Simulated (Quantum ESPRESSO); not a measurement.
```cif
data_KLuS2
_chemical_formula_sum 'S2 K1 Lu1'
_space_group_name_H-M_alt 'P 1'
_space_group_IT_number 1
_cell_length_a 7.46424
_cell_length_b 7.46424
_cell_length_c 7.46424
_cell_angle_alpha 29.882
_cell_angle_beta 29.882
_cell_angle_gamma 29.882
loop_
_space_group_symop_operation_xyz
  'x, y, z'
loop_
_atom_site_label
_atom_site_type_symbol
_atom_site_fract_x
_atom_site_fract_y
_atom_site_fract_z
_atom_site_occupancy
S1 S 0.76538 0.76538 0.76538 1
S2 S 0.23462 0.23462 0.23462 1
K1 K 0.00000 0.00000 0.00000 1
Lu1 Lu 0.50000 0.50000 0.50000 1
```

The PBEsol cell relaxed from Materials Project entry mp-1007636 was given an isotropic strain of -1.5 % on all lattice vectors, and the atoms were relaxed again.

Problem. What does norm-conserving PBEsol (Quantum ESPRESSO, 100 Ry, without SOC) give for the electronic structure near the Fermi level?

Solution. The PBEsol gap is indirect, 1.95 eV, from Γ to F; the smallest direct gap is 2.82 eV. The 4f states are in the valence at their DFT position.
